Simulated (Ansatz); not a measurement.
# Au (fcc)

Level of theory: DFT, PBEsol, scalar-relativistic, no spin polarisation; plane waves to 420 eV with PAW datasets (Ansatz 0.2.0), Γ-centred 18×18×18 mesh, 0.05 eV Gaussian smearing. The datasets are Ansatz's generated set soft_2.

```cif
data_structure
_symmetry_space_group_name_H-M 'Fm-3m'
_symmetry_Int_Tables_number 225
_cell_length_a 4.0844
_cell_length_b 4.0844
_cell_length_c 4.0844
_cell_angle_alpha 90.000
_cell_angle_beta 90.000
_cell_angle_gamma 90.000
_cell_volume 68.14
loop_
_atom_site_label
_atom_site_type_symbol
_atom_site_symmetry_multiplicity
_atom_site_Wyckoff_symbol
_atom_site_fract_x
_atom_site_fract_y
_atom_site_fract_z
_atom_site_occupancy
Au1 Au 4 a 0.00000 0.00000 0.00000 1
```

Cell and atoms are those of this level's equilibrium.

The run used a cell of 1 atoms; the mesh refers to it.

```
Volume                               : 17.03 Å³/atom
Band gap                             : zero (metallic)
Density of states at the Fermi level : 0.29 states/(eV·atom)
```

With 19 valence electrons in the calculation's cell and no magnetic order, the bands, two electrons each, can't all be full or empty: band theory demands a metal.

**What was measured.** A measured cell of cubic Au (space group Fm-3m) at 293 K, from the Crystallography Open Database (1988, doi:10.1007/BF01174717), has a = 4.072 Å and 16.88 Å³/atom.

**Against experiment.** PBEsol gives 4.084 Å and 17.03 Å³/atom, +0.9 % in volume (+0.3 % in length) from the database's cell. PBEsol was built to cure PBE's overestimate of volumes, and the static lattice lacks thermal expansion.

Scalar-relativistic only: spin–orbit splittings of the heavy atoms' levels are missing.
